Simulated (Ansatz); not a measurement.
WSi$_{2}$ (MoSi2 type, space group I4/mmm)

```xyz
3
Lattice="-1.6015 1.6015 3.9082 1.6015 -1.6015 3.9082 1.6015 1.6015 -3.9082" Properties=species:S:1:pos:R:3 pbc="T T T"
W      0.0000     0.0000     0.0000
Si     0.0000     0.0000     2.6148
Si     0.0000     0.0000     5.2017
```

This relaxed cell (volume V₀) is scaled evenly in all directions, its shape held. The atoms relax within the cell's symmetry.

These are PBEsol (plane waves to 420 eV, PAW, scalar-relativistic; Ansatz, an electronic-structure program) values and carry that method's errors. k mesh 20×20×20 (Γ-centred), Fermi-Dirac smearing 0.05 eV. Stress and pressure are positive under compression. Spin-orbit coupling is left out, though W is heavy. The PAW data are Ansatz's earlier set. WSi2 is run without spin polarisation. WSi2 was relaxed with its symmetry unable to fall.

At one point of the scan the stress tensor (GPa) is:

```
   -3.2      0.0      0.0
    0.0     -3.2      0.0
    0.0      0.0     -3.7
```

Q: Which point is it?
A) V/V₀ = 1.045
B) V/V₀ = 1.060
C) V/V₀ = 1.030
D) V/V₀ = 1.015

A: D, V/V₀ = 1.015

(A scan under strain: stresses follow from slopes of the energy per volume, elastic moduli from its curvatures.)
